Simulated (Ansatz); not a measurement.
One crystal and one scan (scan of one atom of the cell) at two levels, PBE (plane waves to 420 eV, PAW, scalar-relativistic; Ansatz, a first-principles code) and r2SCAN (plane waves to 500 eV, PAW, scalar-relativistic; Ansatz), each from its own relaxed cell and on its own mesh. The cell shown is that of PBE.

BP (zinc blende)

```
BP
1.0
    0.00000     2.27424     2.27424
    2.27424     0.00000     2.27424
    2.27424     2.27424     0.00000
P B
1 1
Cartesian
  3.41135   3.41135   3.41135
  0.00000   0.00000   0.00000
```

In this cell atom 2 (B, nearest neighbour P at 1.970 Å; its periodic images, 3.2 Å or more away, move with it) is moved by s along Cartesian x, unit vector (1.000, 0.000, 0.000); all other atoms and the cell stay fixed.

The energy includes the smearing's −TS. BP was relaxed with its symmetry unable to fall. As the smearing reaches across the gap at some points, energies and forces of such displacements shift with the k mesh and the smearing. Both scans cover s from -0.590 to 0.590 Å.

ΔE (meV/cell), each from the undisplaced structure of its own level:

| s (Å) | PBE | r2SCAN |
|---|---|---|
| -0.590 | 2520 | 2654 |
| -0.472 | 1778 | 1870 |
| -0.354 | 1073 | 1127 |
| -0.236 | 503 | withheld |
| -0.118 | 130 | 136 |
| 0.000 | 0 | 0 |
| 0.118 | 130 | 136 |
| 0.236 | 503 | withheld |
| 0.354 | 1073 | 1127 |
| 0.472 | 1778 | 1870 |
| 0.590 | 2520 | 2654 |

Q: Estimate the r2SCAN value at -0.236 from the PBE value there and the ratio of the two levels in the two nearest given rows on that side of the minimum.

A: At -0.354 and -0.118 the ratio r2SCAN/PBE averages 1.048, which gives 1.048 × 503 = 527 meV/cell. The calculation gives 527 meV/cell, +4.8 % against PBE.

(For displaced atoms, the force is minus the slope of the energy, and its curvature is a force constant, which sets phonon frequencies.)
